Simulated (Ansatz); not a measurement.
HfO2 in space group P2_1/c (No. 14; Hf on 4e, O on 4e, O on 4e), DFT-r²SCAN in the program Ansatz with PAW potentials. The conduction-band minimum lies at Y2, with 1 equivalent valley. Second derivatives d²E/dk² of the lowest band at one valley (eV·Å²), along Cartesian directions:

```
direction  d²E/dk²
---------  -------
[100]        6.548
[010]        7.381
[001]        2.570
[110]        6.962
[101]        6.913
[011]        4.974
```

Find the principal effective masses, the density-of-states mass and the conductivity mass.

Off-diagonal terms follow from H_xy = H[110] − (H_xx + H_yy)/2, and m*/mₑ = 7.620 eV·Å² over each eigenvalue: 1.00, 1.0, 5.2. One valley's DOS mass (m₁m₂m₃)^(1/3) = 1.7, conductivity mass 3/(Σ 1/mᵢ) = 1.4 mₑ.

What effective density of states Nc follows at 300 K for parabolic valleys?

Nc = 2.509e19 × 1 × (1.7)^(3/2) ≈ 5.6e19 cm⁻³.

With the computed static dielectric constant 17.7 (mean of the diagonal), estimate a hydrogenic donor's binding energy and radius.

E = 13.606 eV × 1.4/17.7² ≈ 61 meV; a = 0.529 Å × ε/m* ≈ 6.7 Å. Semilocal masses tend to be too small when the gap is underestimated.

The r²SCAN relaxation kept the symmetry of its start. No spin polarisation was allowed. Spin–orbit coupling is left out wherever it is not named.

Potentials: the earlier of the program's two PAW sets.
